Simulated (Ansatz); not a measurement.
CaO: energy along a strain

CaO, Fm-3m, a = 4.898 Å (as given, not relaxed at this level: -6.5 GPa). Ansatz: r2SCAN, PAW, 500 eV, Γ-centred 8×8×8 mesh on 2 atoms, Gaussian smearing 0.05 eV; no spin polarisation. Cell vectors (Å): 0.000 2.449 2.449; 2.449 0.000 2.449; 2.449 2.449 0.000. The cell is strained by x per cent times the pattern (0 0 0 0 0 1) in the order xx yy zz yz xz xy (engineering shears), with fractional coordinates held. y is the free energy over the start, V0 = 14.688 Å³/atom. Symmetry makes y even in x.

| x (%) | y (meV/atom) |
| --- | --- |
| -2.00 | ? |
| -1.00 | 0.35 |
| 0.00 | 0.00 |
| 0.25 | 0.02 |
| 0.50 | 0.09 |
| 0.75 | 0.20 |
| 1.25 | 0.54 |
| 1.50 | 0.78 |
| 1.75 | 1.05 |

Q: Fit y = c2 x² + c4 x⁴ to the other rows, get the stiffness along the pattern, and predict the missing energy.

A: Least squares on the rows shown. y = 0.3532 x² − 0.003336 x⁴. The clamped-ion stiffness p·C·p = 2 × 3.532 eV × 160.2 / 14.688 Å³ = 77 GPa, which is C66 in these axes (C44 of the cubic crystal) (second derivative at the start, which stands under stress). At x = -2.00 the fit asked for gives 1.36 meV/atom. The run gave 1.37 meV/atom, so the fit is 0.01 meV/atom too low, a small miss on the scale of the series.